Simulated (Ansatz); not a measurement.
A distorted cell of TiSi$_{2}$ (C49 type, space group Cmcm):

```xyz
6
Lattice="1.7633 -6.7584 0.0000 1.7633 6.7584 0.0000 0.0000 0.0000 3.5652" Properties=species:S:1:pos:R:3 pbc="T T T"
Si     2.0093    -5.7240     2.9198
Si     1.7633     5.9699     0.8913
Si     1.7633     3.3752     2.6739
Si     1.7633    -3.3752     0.8913
Ti     1.7633    -1.3949     2.6739
Ti     1.7633     1.3949     0.8913
```

All values below come from r2SCAN (plane waves to 500 eV, PAW, scalar-relativistic; Ansatz, a program for electronic structure). k mesh 11×11×11 (Γ-centred), Fermi-Dirac smearing 0.05 eV. The energy includes the smearing's −TS. Compression counts positive. With partly filled bands, energies and forces of such displacements shift with the k mesh and the smearing. This is one of several known forms of TiSi2; the measured ambient cells at hand have space group No. 70. TiSi2 is run without spin polarisation. TiSi2 was relaxed with its symmetry unable to fall.

Q: What forces act on the atoms (eV/Å, Cartesian)?

A: 
```
atom      Fx      Fy      Fz
----  ------  ------  ------
Si1   -3.123  -1.526  -3.658
Si2    0.036   0.609   0.584
Si3    0.029   0.244  -0.003
Si4   -0.015   0.190   0.014
Ti5    0.208   0.065   0.103
Ti6    2.865   0.417   2.959
```

Q: What is the stress tensor (GPa)?

A: 
```
    5.8      1.4      4.4
    1.4     -1.5      0.0
    4.4      0.0      4.2
```
The pressure, a third of the trace, is 2.8 GPa.

Q: In it atom 1 sits (0.246, 0.246, 0.246) Å away from its relaxed site. What is its energy relative to the relaxed cell?

A: 974 meV/cell.

(A displaced cell: forces are minus the slopes of the energy, force constants its curvatures, and phonons follow from these.)
